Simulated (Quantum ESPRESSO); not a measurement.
Parts of the isotropic shielding in SiO₂, by GIPAW with PBE in a modified build of Quantum ESPRESSO, on JTH PAW datasets, 22.5 Ha, k-mesh 3×3×3 shifted:

```
O2Si
1.0
    4.86739     0.00000     0.00000
   -2.43370     4.21529     0.00000
    0.00000     0.00000     5.54026
Si O
3 6
Cartesian
 -1.14023   1.97494   1.84675
  1.29347   2.24035   0.00000
  2.28046   0.00000   3.69351
 -1.09411   3.07338   3.04018
  0.31913   1.73107   1.19342
  0.77498   3.62612   4.88693
  3.20868   0.58916   2.50008
  1.33959   1.14191   4.34684
  2.75283   2.48422   0.65333
```
The cell was made here from a computed Materials Project entry: strained by +2 % along the unique axis and by -1 % across it, atoms relaxed (PBE without dispersion, pw.x of Quantum ESPRESSO, symmetry kept). The parent is SiO2 in P3₂21. Stability against distortions was not tested.

The core term is that of the free atom's frozen core; the paramagnetic column sums the reconstruction terms. Shieldings are absolute and leave out the bulk-susceptibility term; a larger σ means a smaller chemical shift. By our sweeps, such settings leave a few ppm in absolute σ. No d partial waves on Si: the paramagnetic term there is incompletely reconstructed. Static lattice: thermal averaging is not included.

```csv
site,core,bare (smooth current),diamagnetic correction,paramagnetic corrections,σ_iso (ppm)
"Si (atoms 1, 2, 3)",837.8,-24.7,3.0,[?],[?]
"O (atoms 4, 5, 6, 7, 8, 9)",271.1,61.1,27.1,[?],[?]
```

Question: Fill in the missing entries.

Answer: 
- Si (atoms 1, 2, 3), paramagnetic corrections: -381.0
- Si (atoms 1, 2, 3), σ_iso (ppm): 435.1
- O (atoms 4, 5, 6, 7, 8, 9), paramagnetic corrections: -150.0
- O (atoms 4, 5, 6, 7, 8, 9), σ_iso (ppm): 209.3
